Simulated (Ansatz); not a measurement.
## CsRb under strain

The calculation used DFT PBEsol, scalar-relativistic, plane waves, PAW (Ansatz). (420 eV cutoff, 8×6×6 k-mesh, Gaussian smearing of 0.10 eV, no spin polarisation)

The relaxed crystal:

```yaml
crystal:
  lattice:
    - [5.83563, 0.00000, 0.00000]
    - [0.00000, 8.21661, 0.00000]
    - [0.00000, 0.00000, 8.09175]
  atoms:
    - { symbol: Cs, position: [0.00000, 0.00000, 0.00000] }
    - { symbol: Cs, position: [0.50000, 0.50000, 0.00000] }
    - { symbol: Rb, position: [0.50000, 0.00000, 0.50000] }
    - { symbol: Rb, position: [0.00000, 0.50000, 0.50000] }
```

Deformation: shear that moves c along a by the strain times its height over the a-b plane, the cell held and the atoms relaxed, all within the symmetry that the strain leaves. Energies are extrapolated to zero smearing.

| strain (%) | ΔE (meV/atom) | a (Å) | b (Å) | c (Å) |
| --- | --- | --- | --- | --- |
| -3.0 | 0.4 | 5.836 | 8.217 | 8.095 |
| -2.0 | 0.2 | 5.836 | 8.217 | 8.093 |
| -1.0 | 0.0 | 5.836 | 8.217 | 8.092 |
| +0.0 | 0.0 | 5.836 | 8.217 | 8.092 |
| +1.0 | 0.0 | 5.836 | 8.217 | 8.092 |
| +2.0 | 0.2 | 5.836 | 8.217 | 8.093 |
| +3.0 | 0.4 | 5.836 | 8.217 | 8.095 |

(1) What stiffness (1/V) d²E/dε² at zero strain does a cubic fit over all points give?

Answers

(1) A cubic fit gives (1/V) d²E/dε² = 1 GPa at zero strain (the shear constant for this plane and direction).